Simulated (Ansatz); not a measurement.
This ScSbSe₃ structure is the end of a relaxation. The cell was found from a structure generator's guess, not taken from experiment.

Computed with DFT PBE, scalar-relativistic, plane waves, PAW (Ansatz). Cutoff 420 eV, Γ-centred mesh, Gaussian smearing, no spin polarisation.

```cif
data_structure
_symmetry_space_group_name_H-M 'P 1'
_symmetry_Int_Tables_number 1
_cell_length_a 4.0418
_cell_length_b 4.0418
_cell_length_c 8.4906
_cell_angle_alpha 90.000
_cell_angle_beta 90.000
_cell_angle_gamma 90.000
_cell_volume 138.70
loop_
_atom_site_label
_atom_site_type_symbol
_atom_site_fract_x
_atom_site_fract_y
_atom_site_fract_z
_atom_site_occupancy
Sc1 Sc 0.00000 0.00000 0.79842 1
Sb1 Sb 0.50000 0.50000 0.55454 1
Se1 Se 0.00000 0.00000 0.48574 1
Se2 Se 0.50000 0.00000 0.01364 1
Se3 Se 0.00000 0.50000 0.01364 1
```

Formation energies are uncorrected and refer to the elements' standard structures at the same level.

(1) What space group does it have?

(2) What is its formation energy per atom?

(3) Is it a metal?

Results:

(1) P4mm (No. 99). Conventional cell: a = 4.042 Å, c = 8.491 Å. Sc has 5 Se at 2.65–2.72 Å and 4 Sb at 3.53 Å; Sb has 4 Se at 2.92 Å; Se on a site of symmetry 4mm is surrounded by 1 Sc at 2.65 Å and 4 Sb at 2.92 Å; Se on a site of symmetry 2mm is surrounded by 2 Sc at 2.72 Å and 4 Se at 2.86 Å.

(2) −0.55 eV/atom. A negative formation energy is needed for stability but isn't enough: competing phases decide.

(3) Yes, bands cross the Fermi level on the 10×10×6 mesh.

The last run used a 10×10×6 mesh (in the run's order of axes) for its 5-atom cell and Gaussian smearing of 0.10 eV. Weakly bound directions are ill-defined at this level, which has no dispersion term. Spin–orbit coupling, which can matter for Sb, is left out. The reference form of Se is held partly by dispersion forces, which this level lacks. A structure relaxed within its symmetry needn't be a true minimum.
